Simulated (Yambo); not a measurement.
Absorption of a free-standing CdClOH monolayer (symmetry P3m1, slab cell 16.5 Å high) under biaxial strain of +1.5 % in the plane with and without the electron-hole interaction (Yambo, PBEsol bands; 12×12×1 mesh, 8 valence and 5 conduction bands, static screening with 54 bands and a 3 Ry block, scissor 2.75 eV, Tamm-Dancoff, stochastic integration of W near q = 0; field along x).

```tsv
E (eV)	Im α, BSE (Å)	Im α, independent quasiparticles (Å)
2.75	0.03	0.01
2.85	0.04	0.01
2.95	0.04	0.01
3.05	0.05	0.01
3.15	0.06	0.01
3.25	0.07	0.01
3.35	0.08	0.01
3.45	0.10	0.01
3.55	0.13	0.01
3.65	0.20	0.01
3.75	0.30	0.01
3.85	0.34	0.01
3.95	0.49	0.01
4.05	0.93	0.01
4.15	2.27	0.01
4.25	3.89	0.01
4.35	1.89	0.01
4.45	1.06	0.02
4.55	1.20	0.02
4.65	2.01	0.02
4.75	1.25	0.02
4.85	0.73	0.02
4.95	0.52	0.02
5.05	0.37	0.03
5.15	0.34	0.03
5.25	0.39	0.04
5.35	0.61	0.05
5.45	0.98	0.08
5.55	1.17	0.10
5.65	1.22	0.10
5.75	1.30	0.10
5.85	0.97	0.12
5.95	0.73	0.18
6.05	0.74	0.25
6.15	1.10	0.29
6.25	1.77	0.47
6.35	1.74	0.54
6.45	1.80	0.70
6.55	2.06	1.19
6.65	2.65	0.97
6.75	2.63	0.55
6.85	2.35	0.50
6.95	1.93	0.82
7.05	1.84	1.07
7.15	1.95	0.97
7.25	3.01	0.73
7.35	2.52	0.58
7.45	1.51	0.56
7.55	1.32	0.62
7.65	1.07	0.72
7.75	1.08	0.89
7.85	1.10	0.98
7.95	1.06	0.83
8.05	1.24	0.62
8.15	1.25	0.61
8.25	1.06	0.80
8.35	0.97	1.01
8.45	1.15	1.14
8.55	1.06	1.22
8.65	0.94	1.32
8.75	1.03	1.39
8.85	0.99	1.59
8.95	0.75	1.43
9.05	0.60	1.54
9.15	0.49	1.93
9.25	0.39	1.85
9.35	0.38	1.69
9.45	0.42	1.59
9.55	0.45	1.84
9.65	0.46	1.97
```

The scissor comes from a G0W0 run whose convergence isn't established. Broadening 0.1 eV. The band window holds all transitions up to 11.8 eV. Fine structure above the onset can come from the mesh.

Spin-orbit splittings are left out.

Geometry strained from the cell relaxed with PBEsol, atoms relaxed again; primitive cell a = b = 3.7007 Å, c = 16.5000 Å, α = β = 90.00°, γ = 120.00°.

This is a model layer cut from the bulk structure; whether it is stable on its own was not checked.
